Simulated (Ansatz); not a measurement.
## Property card for ScAs

ScAs:
```cif
data_As4Sc4
_chemical_formula_sum 'Sc4 As4'
_space_group_name_H-M_alt 'Fm-3m'
_space_group_IT_number 225
_space_group_name_Hall '-F 4 2 3'
_cell_length_a 5.35423
_cell_length_b 5.35423
_cell_length_c 5.35423
_cell_angle_alpha 90.000
_cell_angle_beta 90.000
_cell_angle_gamma 90.000
loop_
_atom_site_label
_atom_site_type_symbol
_atom_site_symmetry_multiplicity
_atom_site_Wyckoff_symbol
_atom_site_fract_x
_atom_site_fract_y
_atom_site_fract_z
_atom_site_occupancy
Sc1 Sc 4 a 0.00000 0.00000 0.00000 1
As1 As 4 b 0.50000 0.50000 0.50000 1
```
(The calculation used a cell of 2 atoms; values per cell refer to that cell.)

Space group Fm-3m (No. 225), rock salt; conventional cell a = b = c = 5.3542 Å, α = β = γ = 90.00°.

Method: LDA (plane waves, PAW; program Ansatz). The cell and atoms are relaxed at this level. Other levels are named where they apply.

### Cell and energy

```json
{
  "volume_per_atom": "19.19 Å³",
  "density": "5.19 g/cm³",
  "Formation energy from the elements (no fitted shifts)": "-141 kJ/mol of atoms"
}
```

### Electronic structure

```json
{
 "electronic_character": "metallic (no gap)",
 "Density of states at the Fermi level": "0.13 states/eV per atom (mean over ±0.08 eV)"
}
```

### Mechanics

```json
{
 "Bulk modulus (Birch–Murnaghan fit)": "99.0 GPa",
 "Pressure derivative B′": "3.9",
 "Elastic constants (relaxed ions, GPa)": "C11 = 230, C12 = 33.2, C44 = 43.0",
 "mechanical_stability": "stable (all eigenvalues of C positive)",
 "hill_bulk_and_shear_moduli": "98.9 and 60.4 GPa",
 "Young's modulus": "151 GPa",
 "Poisson's ratio": "0.25",
 "debye_temperature_from_the_elastic_constants": "421 K"
}
```

### Phonons

```json
{
  "highest_zone_centre_frequency": "257 cm⁻¹",
  "zone_centre_stability": "no imaginary mode at Γ"
}
```

The first step of the workflow began from a Materials Project structure, measured or hypothetical; the Crystallography Open Database files this formula in space group No. 225, but the cells were not matched. Its standing as an ambient phase is unchecked. The LDA relaxation kept the symmetry of its start. The run is not spin-polarised. As this level gives no gap, shear constants depend on the k-mesh and smearing (Fermi–Dirac, 0.1 eV here). As this level gives no gap, phonon frequencies hold no LO–TO term and depend on the k-mesh and smearing (Fermi–Dirac, 0.1 eV here). The references are the lowest solids computed at this level, not always the standard phases. Scalar-relativistic: spin–orbit coupling is off unless named, which matters more the heavier the elements.

Potentials: the later of the program's two PAW sets.
